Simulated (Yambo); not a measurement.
# How GW settings move the gap: TlBr

G0W0@PBEsol for TlBr (rock salt, space group Fm-3m, No. 225) in Yambo. Reference settings: 4×4×4 Γ-centred k mesh, 134 bands and a 8 Ry block in the screening, 134 bands in G with the Bruneval-Gonze terminator, plasmon pole fitted at 27.2 eV. The PBEsol gap L → L on this mesh is 2.06 eV; G0W0 gaps are taken between the same points.

```csv
change from the reference,G0W0 gap L → L (eV),shift of the valence edge (eV),rough Yambo cost
reference settings,3.39,-1.15,1
wavefunctions cut at 20 Ry,3.44,-1.19,about 1/2
wavefunctions cut at 10 Ry,3.35,-1.06,about 1/2
wavefunctions cut at 50 Ry,3.39,-1.15,within a factor of two
"26 bands in W, 26 bands in G, 3 Ry block",3.09,-0.51,about 1/8
"47 bands in W, 47 bands in G, 3 Ry block",3.12,-0.74,about 1/5
"47 bands in W, 47 bands in G, 5 Ry block",3.22,-0.82,about 1/4
"70 bands in W, 70 bands in G, 5 Ry block",3.28,-0.96,about 1/3
"101 bands in W, 101 bands in G, 3 Ry block",3.17,-0.90,about 1/2
3 Ry block,3.17,-0.93,within a factor of two
5 Ry block,3.32,-1.08,within a factor of two
2×2×2 mesh,3.20,-1.03,about 1/9
"26 bands in W, 26 bands in G, no terminator",2.96,-0.20,about 1/5
"47 bands in W, 47 bands in G, no terminator",3.09,-0.57,about 1/3
"70 bands in W, 70 bands in G, no terminator",3.20,-0.80,about 1/2
```

The reference isn't shown to be the converged limit. Costs are rough (shared machines), scaled to the same edge states, and given only for runs that recompute the screening.

Spin-orbit coupling is left out; with 6p states at a band edge it can lower the gap by many tenths of an eV, most of a small gap.

The standard potential for Tl keeps a d shell in the valence without the s and p states of that shell. In tests on such compounds this moved G0W0 gaps by up to about 0.9 eV, so absolute quasiparticle energies here are unreliable; differences between settings are what counts.

Geometry of the Materials Project entry, not relaxed at this level; primitive cell a = b = c = 4.7264 Å, α = β = γ = 60.00°.

This is not the ordinary phase of the substance; no match was found in the copy of COD used, and its stability was not checked.

A shift is the quasiparticle energy of the state minus its PBEsol energy.
